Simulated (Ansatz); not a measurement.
A geometry of TiC away from equilibrium: the start of the relaxation of a generated trial cell of TiC in the TiAs structure type. Level of theory: r2SCAN (plane waves to 500 eV, PAW, scalar-relativistic; Ansatz, a first-principles code). Γ-centred k-mesh 12×12×3 on the run's cell, Fermi–Dirac smearing 0.05 eV.

```xyz
8
Lattice="3.2049 0.0000 0.0000 -1.6025 2.7756 0.0000 0.0000 0.0000 10.8123" Properties=species:S:1:pos:R:3 pbc="T T T"
Ti     0.0000     1.8504     1.3515
Ti     1.6025     0.9252     6.7577
Ti     1.6025     0.9252     9.4607
Ti     0.0000     1.8504     4.0546
C      0.0000     0.0000     0.0000
C      0.0000     0.0000     5.4061
C      0.0000     1.8504     8.1092
C      1.6025     0.9252     2.7031
```

### Question
Which atoms carry the largest force, and which way does it point?

### Answer
1.79 eV/Å, on Ti1, Ti2, Ti3, Ti4 (atoms numbered as listed); on Ti3 its components are (0.00, 0.00, 1.79).

### Question
What is the pressure?

### Answer
-25.8 GPa, compression positive.

### Question
How much energy per atom can still be gained by relaxing?

### Answer
0.17 eV/atom; the path ends in P6₃/mmc (No. 194) (AFLOW prototype AB_hP8_194_ad_f (B_i, as in TiAs)).

No spin polarisation in the result.

The run could not lose the symmetry of its start, so the end can be a saddle point.

The end of the path is a generated cell of TiC: the first start was made by placing the elements on the sites of a structure type, and the end was not matched to a known phase here, so it may be hypothetical. Known forms of TiC include space group No. 225.
